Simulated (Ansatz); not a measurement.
# Compressing GaPt5P: a fit and a missing row

GaPt5P, P4/mmm, a = 3.898 Å, c = 6.849 Å. The structure is a Materials Project entry; whether it is the stable form wasn't checked. Ansatz: PBEsol, PAW, 420 eV, Γ-centred 10×10×6 mesh on 7 atoms, Gaussian smearing 0.10 eV; no spin polarisation. Shape and atoms are relaxed at each volume; pressure is positive in compression.

| V (Å³/atom) | P (GPa) |
| --- | --- |
| 13.085 | ? |
| 13.531 | 29.48 |
| 13.977 | 17.80 |
| 14.423 | 8.08 |
| 14.869 | 0.01 |
| 15.315 | -6.68 |
| 15.761 | -12.22 |
| 16.356 | -18.12 |

Question: Take V0 = 14.869 Å³/atom, count pressures from its P0 = 0.01 GPa, fit the third-order Birch–Murnaghan form to the other rows, and predict the missing pressure.

Answer: With the Eulerian strain f = ½[(V0/V)^(2/3) − 1] and y = (P − P0)/[3f(1 + 2f)^(5/2)], the form is the line y = B0 + 1.5 B0 (B0′ − 4) f. Rows (f, y): 0.03244, 258.8; 0.02105, 254.1; 0.01026, 249.2; -0.00975, 240.3; -0.01905, 235.8; -0.03078, 230.1. Means f = 0.0006950, y = 244.72; Σ(Δf)² = 0.003003, ΣΔfΔy = 1.363; the slope is their ratio. y = 244.4 + 453.9 f GPa, so B0 = 244.4 GPa and B0′ = 4 + 2 × (453.9)/(3 × 244.4) = 5.24. At V = 13.085, f = 0.04447, y = 264.58 and P = 43.69 GPa. The run gave 43.52 GPa, so the fit is 0.17 GPa too high, a small miss on the scale of the series.

Spin–orbit coupling is left out, which can shift energies with elements as heavy as these.